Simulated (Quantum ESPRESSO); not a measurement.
Kohn-Sham bands of ZrN (rock salt)

```yaml
crystal:
  lattice:
    - [0.00000, 2.29427, 2.29427]
    - [2.29427, 0.00000, 2.29427]
    - [2.29427, 2.29427, 0.00000]
  atoms:
    - { symbol: Zr, position: [0.50000, 0.50000, 0.50000] }
    - { symbol: N, position: [0.00000, 0.00000, 0.00000] }
```

Materials Project entry mp-1352; symmetrised, unrelaxed at this level. COD (Crystallography Open Database) has an entry of this formula and space group (matched by these alone). Method: PBEsol plane waves in Quantum ESPRESSO 7.5 (PseudoDojo norm-conserving files, 68 Ry, spinors with spin-orbit coupling), Bloch states on a 8×8×8 mesh through Γ, Wannier90 4.0.1. Density: 12×12×12 mesh, cold smearing 0.01 Ry.

Energies are relative to the Fermi level; weights are on the orthonormalised atomic waves of the pseudopotential files, averaged over the group. 17 electrons a cell are treated as valence.

| bands | from (eV) | to (eV) | filling | weight on atomic waves |
|---|---|---|---|---|
| 1–2 | -49.41 | -49.22 | filled | … |
| 3–4 | -28.85 | -28.30 | filled | … |
| 5–8 | -27.26 | -26.50 | filled | … |
| 9–10 | -16.16 | -13.92 | filled | … |

Q: Which atomic shells make up each group?

A: 
- 1–2, weight on atomic waves: Zr 4s 94 %
- 3–4, weight on atomic waves: Zr 4p 96 %
- 5–8, weight on atomic waves: Zr 4p 96 %
- 9–10, weight on atomic waves: N 2s 70 %, Zr 4d 16 %, Zr 5s 9 %

No gap over 0.05 eV opens at the Fermi level at this level of theory.
